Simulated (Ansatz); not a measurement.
Input file for Ansatz (a program for electronic structure):

Ansatz 0.2 input:
```yaml
crystal:
  lattice:
    - [2.7683707395, 3.8614612923, 0.0]
    - [-2.7683707395, 3.8614612923, 0.0]
    - [-1.1898288238, 0.0, 8.3864455102]
  atoms:
    - { symbol: Ge, position: [0.2269654264, 0.7730345736, 0.7073306179] }
    - { symbol: Ge, position: [0.7730345736, 0.2269654264, 0.2926693821] }
    - { symbol: Pd, position: [0.1875637088, 0.1875637088, 0.5] }
    - { symbol: Pd, position: [0.8124362912, 0.8124362912, 0.5] }
    - { symbol: Pd, position: [0.7238608341, 0.7933255525, 0.8262855754] }
    - { symbol: Pd, position: [0.2761391659, 0.2066744475, 0.1737144246] }
    - { symbol: Pd, position: [0.7933255525, 0.7238608341, 0.1737144246] }
    - { symbol: Pd, position: [0.2066744475, 0.2761391659, 0.8262855754] }
    - { symbol: Pd, position: [0.6553418456, 0.3446581544, 0.647275741] }
    - { symbol: Pd, position: [0.3446581544, 0.6553418456, 0.352724259] }
    - { symbol: Pd, position: [0.7446296116, 0.2553703884, 0.9940227834] }
    - { symbol: Pd, position: [0.2553703884, 0.7446296116, 0.0059772166] }
kpoints:
  mp_grid: { grid: [9, 9, 5] }
hamiltonian:
  xc: r2scan
  pseudopotentials: { kind: paw }
scf:
  occupations: { method: gaussian, width: 0.05 }
checkpoint: { read: metal.run }
output: { write_density: true, elf: true, volumetric_format: npy }
basis: { fft_grid_basis: typed }
```

Output (shortened):

```
Pseudopotential: Ge, paw, valence charge 14
Pseudopotential: Pd, paw, valence charge 18
Functional definition: r2SCAN
Crystal: 12 atoms, lattice volume = 179.301 Å³
Basis set: ecut = 500 eV, 4545 PW (Γ), exchange–correlation on 144×144×256 points (64 copies of the dense FFT grid, shifted against one another)
Bands: 125, of which v1, the nominal top of the filled ones, is band 104 counted from 1 (103 counted from 0)
Symmetry: 4 space group operations
Space group: C2/m (ITA 12), of the structure as read, at distance tolerance 5.6e-5 Å
k-points: 115 of 405
Stability of the state it starts from, as read at its close in the unpolarized treatment …
iter 1 solved again at ethr=1.22e-8 eV; its pass at ethr=3.10e-3 eV (dr2=2.54e-5 eV) is discarded
SCF iter   1: F=—  HF=-78467.045403 eV  |F-HF|=—  |Δ(HF+E_count)|=         —  Δρ=2.10e-7  dr2=7.87e-11  dr2_τ=9.61e-12  ethr=1.22e-8  ⟨swp⟩=3.6  Hψ=90439  notcnv=0
preconditioner: auto → Kerker (q_TF=auto, 2.797 Å⁻¹)
SCF iter   2: F=-78467.045403 eV  HF=-78467.045403 eV  |F-HF|=0.00e0  |Δ(HF+E_count)|=   6.23e-8  Δρ=1.13e-7  dr2=2.68e-11  dr2_τ=4.26e-12  ethr=1.00e-12  ⟨swp⟩=5.7  Hψ=49652  notcnv=0
SCF 1 converged in 2 iterations: F = -78467.045403 eV  dr2 = 2.68e-11
SCF converged after 2 iterations
Free energy (F): -78467.045403 eV
Harris-Foulkes:  -78467.045403 eV  (|F-HF|=0.00e0)
Internal energy: -78467.037595 eV  (E = F + TS)
E sigma→0 (E₀):  -78467.041499 eV
Entropy (-TS):   -0.007808 eV (-0.651 meV/atom)
Fermi energy:    18.563048 eV
--- Per-component energies (eV) ---
  E_band       = -1784.464403
  E_kinetic    = 5386.368691
  E_local      = -21962.338240  (includes V_loc(G=0)·N_el)
  E_nonlocal   = 3020.938120
  E_hartree    = 9097.694362
  E_xc         = -1744.070430
  E_vxc        = -2466.300898  (∫ρ·V_xc dr)
  E_paw        = -41795.384071  (= ΣΔE_a)
  E_vpaw       = -4138.160959  (= ΣTr[D̂ρ^β])
  E_aug_tail   = 0.001106  (compensation charges beyond the density's cutoff)
  E_vtau       = 179.639028  (kinetic-family band-sum trace: ∫τ·v_τ [+ j·A + Jᵃ·Aᵃ] dr)
  E_ewald      = -30463.554735
  E_core_change = -6.692397  (= ΣΔE_core)
  E_smearing   = -0.007808  (= −TS)
  E_closure    = 0.000000  (closes the sum)
  Σ components = -78467.045403   (vs F -78467.045403, Δ=0.00e0)
  [band-id]    e_kinetic+e_local+e_nonlocal+2·e_hartree+e_vxc+e_vpaw+e_augmentation_tail+e_vtau = -1784.464428   (vs E_band -1784.464403, Δ=-2.48e-5)
--- Band table (eV; the first three rows and the last of 115) ---
  k-point 0: bands = ["-67.9737", "-67.9596", "-67.9169", "-67.9057", "-67.8911", "-67.8871", "-67.8348", "-67.8239", "-67.7188", "-67.7128", "-33.0172", "-33.0033", "-32.9923", "-32.9876", "-32.9811", "-32.9581", "-32.9161", "-32.9153", "-32.8700", …
  k-point 1: bands = ["-67.9737", "-67.9596", "-67.9171", "-67.9056", "-67.8912", "-67.8870", "-67.8348", "-67.8239", "-67.7188", "-67.7128", "-33.0157", "-33.0036", "-32.9931", "-32.9858", "-32.9837", "-32.9617", "-32.9144", "-32.9131", "-32.8763", …
  k-point 2: bands = ["-67.9736", "-67.9596", "-67.9174", "-67.9053", "-67.8914", "-67.8868", "-67.8348", "-67.8239", "-67.7187", "-67.7128", "-33.0121", "-33.0051", "-32.9943", "-32.9879", "-32.9817", "-32.9683", "-32.9116", "-32.9100", "-32.8819", …
  k-point 114: bands = ["-67.9674", "-67.9650", "-67.9085", "-67.9043", "-67.8924", "-67.8877", "-67.8415", "-67.8243", "-67.7201", "-67.7133", "-33.0241", "-33.0088", "-32.9959", "-32.9899", "-32.9595", "-32.9164", "-32.9162", "-32.9110", "-32.8987", …
```

Cost: around 2.6 core-minutes (rough) on shared cores.

The first step of the workflow began from a Materials Project structure, measured or hypothetical; the Crystallography Open Database copy checked does not list it. Its standing as an ambient phase is unchecked. Symmetry was held in the r²SCAN relaxation; whether a distortion lowers the energy is not shown. The run is not spin-polarised. Spin–orbit coupling is left out wherever it is not named.

Potentials: the later of the program's two PAW sets.

Ansatz is a plane-wave DFT program.
